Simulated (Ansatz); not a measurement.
Total density of states per atom from r²SCAN in the plane-wave PAW code Ansatz, in 0.25 eV bins, energy from the Fermi level:

```
E (eV) | states/eV/atom
    -7.85 | ### 0.22
    -7.60 | ### 0.21
    -7.35 | ### 0.18
    -7.10 |  0.01
    -6.85 |  0.00
    -6.60 |  0.00
    -6.35 |  0.00
    -6.10 |  0.01
    -5.85 | ## 0.15
    -5.60 | ######## 0.51
    -5.35 | ####### 0.50
    -5.10 | ######## 0.52
    -4.85 | ###### 0.39
    -4.60 | #### 0.27
    -4.35 | ##### 0.36
    -4.10 | ####### 0.45
    -3.85 | ########## 0.64
    -3.60 | ################# 1.14
    -3.35 | ################ 1.04
    -3.10 | ############### 1.04
    -2.85 | ############################# 1.96
    -2.60 | ############## 0.94
    -2.35 | ################# 1.16
    -2.10 | ################## 1.22
    -1.85 | ################### 1.30
    -1.60 | ############################## 2.02
    -1.35 | ##################### 1.39
    -1.10 | ################## 1.18
    -0.85 | ######### 0.62
    -0.60 | ####### 0.49
    -0.35 | ###### 0.38
    -0.10 | ##### 0.37
     0.15 | ######### 0.58
     0.40 | ############### 0.99
     0.65 | ########## 0.64
     0.90 | ###### 0.42
     1.15 | ##### 0.34
     1.40 | #### 0.29
     1.65 | ### 0.23
     1.90 | ### 0.22
     2.15 | ## 0.14
     2.40 | ## 0.11
     2.65 | ###### 0.42
     2.90 | ######## 0.51
     3.15 | ###### 0.42
     3.40 | ###### 0.43
     3.65 | ####### 0.45
     3.90 | ######## 0.54
     4.15 | ######### 0.63
     4.40 | ########## 0.68
     4.65 | ######### 0.63
     4.90 | ########### 0.75
```

Task: Which of these materials gives this?
A) Si3N4, P6_3/m (Si on 6h, N on 2d, N on 6h)
B) YNiGe, Pnma (Y on 4c, Ni on 4c, Ge on 4c)
C) La3Al4Si6, P-3m1 (Pearson symbol hP13)
D) YCo2Si2, I4/mmm (Y on 2a, Co on 4d, Si on 4e)

Result: D, YCo2Si2, I4/mmm (Y on 2a, Co on 4d, Si on 4e). Within 0.5 eV of the Fermi level: Co 3d 59 %, Y 4d 19 %, Si 3p 15 %. Projections are on Löwdin-orthogonalised atomic valence shells; empty p or d shells of many metals are not among them.

The workflow started from a Materials Project entry (that database holds measured and hypothetical structures alike); the Crystallography Open Database copy checked does not list it. Whether it is the stable phase at ambient conditions was not checked. The cell was relaxed with r²SCAN under the symmetry of its start; its stability against distortions is not shown here. The run is not spin-polarised. Spin–orbit coupling is left out wherever it is not named.

Potentials: the earlier of the program's two PAW sets.
